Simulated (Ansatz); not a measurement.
The cell is COD entry 9008796, as deposited and not checked against the literature; nothing was relaxed. The listed cell was then made from it by scaling, straining or moving an atom.

An input for CdAg: DFT, PBEsol, all-electron LAPW, scalar-relativistic (Ansatz 0.2.0).

Command: `ansatz run input.yaml --threads 1 --pin off --max-ram 3072MiB --backend cpu --events-out ev --progress --plain --runs-dir out` The run took 42 s on 1 thread of Intel(R) Xeon(R) 6975P-C (Granite Rapids), with other jobs on the host, peak memory 0.92 GiB.

```yaml
crystal:
  lattice:
    - [3.2967, 0.0, 0.0]
    - [0.0, 3.2967, 0.0]
    - [0.0, 0.0, 3.33]
  atoms:
    - { symbol: Cd, position: [0.5, 0.5, 0.5] }
    - { symbol: Ag, position: [0.0, 0.0, 0.0] }
kpoints:
  mp_grid: { grid: [12, 12, 12] }
  band_path:
    path:
      - [0.0, 0.0, 0.0]
      - [0.0, 0.5, 0.0]
      - [0.5, 0.5, 0.0]
      - [0.0, 0.0, 0.0]
      - [0.0, 0.0, 0.5]
      - [0.0, 0.5, 0.5]
      - [0.5, 0.5, 0.5]
      - [0.0, 0.0, 0.5]
      - [0.0, 0.5, 0.0]
    npoints: 5
scf:
  occupations: { method: fermi_dirac, width: 0.05 }
hamiltonian:
  xc: pbesol
  pseudopotentials: { kind: all_electron, lapw: { basis_error: 0.00025 } }
output:
  forces: true
  stress: true
  eigenvalues: true
```

Set-up and iterations as logged by Ansatz (the results part is left out, to be predicted):

```
LAPW: plane waves up to 8.609 Å⁻¹, error target 2.5e-4 eV per atom; small_component_spin mean_spin; Ag in spheres of 1.432 Å, 29 of its electrons in bands, Dirac shells []; Cd in spheres of 1.433 Å, 20 of its electrons in bands, Dirac shells []
Engine: ansatz 0.2.0
Pseudopotentials: kind: all_electron
Pseudopotential: Cd, LAPW, valence charge 20, Koelling and Harmon's equation, gaussian nucleus
Pseudopotential: Ag, LAPW, valence charge 29, Koelling and Harmon's equation, gaussian nucleus
Functional definition: PBEsol
  exchange = pbesol_x
  correlation = pbesol_c
Crystal: 2 atoms, lattice volume = 36.191 Å³
Basis set: ecut = 282.3894889160939 eV, 389 PW (Γ), exchange–correlation at level 2
Bands: 30, of which v1, the nominal top of the filled ones, is band 25 counted from 1 (24 counted from 0)
Symmetry: 16 space group operations
Space group: P4/mmm (ITA 123), of the structure as read, at distance tolerance 3.3e-5 Å
k-points: 196 of 1728
Non-local potential: Cd, projectors of the file, none
Non-local potential: Ag, projectors of the file, none
Initial density: superposition of atomic densities (chi_scale 0.1, normalization cell, long waves kept (reshape's long-wave potential 0.00 eV rms))
Initial wavefunctions: plane waves of lowest kinetic energy (no species holds an atomic orbital)
Functional: x = pbesol(κ = 0.804, μ = 0.12345679012345678), c = pbesol(β = 0.046)
iter 1 solved again at ethr=2.30e-4 eV; its pass at ethr=1.00e-1 eV (dr2=1.12e-1 eV) is discarded
SCF iter   1: F=—  HF=-296753.627159 eV  |F-HF|=—  |Δ(HF+E_count)|=         —  Δρ=2.12e-2  dr2=1.13e-1  ethr=2.30e-4  ⟨swp⟩=3.0  Hψ=39403  notcnv=0
SCF iter   2: F=—  HF=-296753.337308 eV  |F-HF|=—  |Δ(HF+E_count)|=   2.90e-1  Δρ=9.40e-3  dr2=5.22e-2  ethr=2.30e-4  ⟨swp⟩=2.2  Hψ=17874  notcnv=0
SCF iter   3: F=—  HF=-296753.242983 eV  |F-HF|=—  |Δ(HF+E_count)|=   9.43e-2  Δρ=7.90e-3  dr2=2.36e-2  ethr=1.07e-4  ⟨swp⟩=2.0  Hψ=16760  notcnv=0
SCF iter   4: F=—  HF=-296753.237972 eV  |F-HF|=—  |Δ(HF+E_count)|=         —  Δρ=4.41e-3  dr2=1.01e-2  ethr=4.81e-5  ⟨swp⟩=2.0  Hψ=16712  notcnv=0
the basis was enlarged: its passes take 71.8 KiB over the memory plan, 1 of 1 planned eigensolver slots
SCF iter   5: F=—  HF=-296753.235571 eV  |F-HF|=—  |Δ(HF+E_count)|=   2.40e-3  Δρ=2.29e-3  dr2=2.88e-3  ethr=2.05e-5  ⟨swp⟩=2.0  Hψ=16208  notcnv=0
iter 6 solved again at ethr=4.23e-7 eV; its pass at ethr=5.87e-6 eV (dr2=2.07e-4 eV) is discarded
SCF iter   6: F=—  HF=-296753.235743 eV  |F-HF|=—  |Δ(HF+E_count)|=   1.72e-4  Δρ=5.94e-4  dr2=2.07e-4  ethr=4.23e-7  ⟨swp⟩=2.0  Hψ=28619  notcnv=0
SCF iter   7: F=—  HF=-296753.235716 eV  |F-HF|=—  |Δ(HF+E_count)|=   2.73e-5  Δρ=2.39e-4  dr2=2.89e-5  ethr=4.23e-7  ⟨swp⟩=2.0  Hψ=16747  notcnv=0
SCF iter   8: F=—  HF=-296753.235713 eV  |F-HF|=—  |Δ(HF+E_count)|=   2.95e-6  Δρ=5.97e-5  dr2=2.28e-6  ethr=5.89e-8  ⟨swp⟩=2.0  Hψ=16747  notcnv=0
SCF iter   9: F=—  HF=-296753.235712 eV  |F-HF|=—  |Δ(HF+E_count)|=   7.28e-8  Δρ=2.29e-5  dr2=2.32e-7  ethr=4.65e-9  ⟨swp⟩=2.0  Hψ=16747  notcnv=0
SCF iter  10: F=-296753.235712 eV  HF=-296753.235712 eV  |F-HF|=5.45e-8  |Δ(HF+E_count)|=   2.64e-8  Δρ=8.39e-6  dr2=3.30e-8  ethr=4.73e-10  ⟨swp⟩=2.0  Hψ=16747  notcnv=0
```

Task: What pressure will this run report?

Result: 0.16 GPa (positive in compression).

Task: Is there a band gap?

Result: none: with an odd electron count and no spin polarisation the bands can't all be full, a metal in this set-up (spin order or a larger cell could open a gap).
